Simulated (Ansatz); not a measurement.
## SrTl: energy along a strain

SrTl, Pm-3m, a = 4.032 Å (as given, not relaxed at this level: 0.7 GPa). The structure is a COD entry; whether it is the stable form wasn't checked. Ansatz: r2SCAN, PAW, 500 eV, Γ-centred 12×12×12 mesh on 2 atoms, Gaussian smearing 0.15 eV; no spin polarisation. Cell vectors (Å): 4.032 0.000 0.000; 0.000 4.032 0.000; 0.000 0.000 4.032. The cell is strained by x per cent times the pattern (0 0 0 0 0 1) in the order xx yy zz yz xz xy (engineering shears), with fractional coordinates held. y is the free energy over the start, V0 = 32.774 Å³/atom. Symmetry makes y even in x.

```tsv
x (%)	y (meV/atom)
-2.00	?
-1.00	0.29
0.00	0.00
0.25	0.02
0.50	0.07
0.75	0.16
1.25	0.45
1.50	0.65
1.75	0.89
```

Problem. Fit y = c2 x² + c4 x⁴ to the other rows, get the stiffness along the pattern, and predict the missing energy.

Solution. Least squares on the rows shown. y = 0.2860 x² + 0.001472 x⁴. The clamped-ion stiffness p·C·p = 2 × 2.860 eV × 160.2 / 32.774 Å³ = 28 GPa, which is C66 in these axes (C44 of the cubic crystal) (second derivative at the start, which stands under stress). At x = -2.00 the fit asked for gives 1.17 meV/atom. The run gave 1.16 meV/atom, so the fit is 0.01 meV/atom too high, a small miss on the scale of the series.

Spin–orbit coupling is left out, which can shift energies with elements as heavy as these.